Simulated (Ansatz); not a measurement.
Li8PbO6 in space group R-3 (No. 148; Li on 6c, Li on 18f, Pb on 3a, O on 18f), DFT-LDA in the program Ansatz with PAW potentials, all energies at zero smearing, with the estimated change up to a 700 eV cutoff added, with one set of potentials and settings (totals compare only within such a set). Cell of 15 atoms (8 Li, 1 Pb, 6 O): -16559.036 eV.

```
element                            reference phase  E (eV/atom)
-------  -----------------------------------------  -----------
Li                   P6_3/mmc, 2 atoms in the cell    -201.6436
Pb                      Fm-3m, 1 atoms in the cell  -11602.3592
O        C2/m, 4 atoms in the cell, spin-polarised    -552.6518
```

Formation energy per atom, worked out: (-16559.036 − 8×(-201.6436) − 1×(-11602.3592) − 6×(-552.6518))/15 = -1.841 eV/atom (-178 kJ per mol of atoms), at 0 K, without zero-point energy or fitted corrections.

The workflow started from a Materials Project entry (that database holds measured and hypothetical structures alike); the Crystallography Open Database files this formula in space group No. 148, but the cells were not matched. Its standing as an ambient phase is unchecked. The LDA relaxation kept the symmetry of its start; phonons on a q-mesh show no instability. The references are the lowest solids computed at this level, not always the standard phases (solids in place of the gases). Scalar-relativistic: spin–orbit coupling is off unless named, which matters more the heavier the elements.

Potentials: the later of the program's two PAW sets.
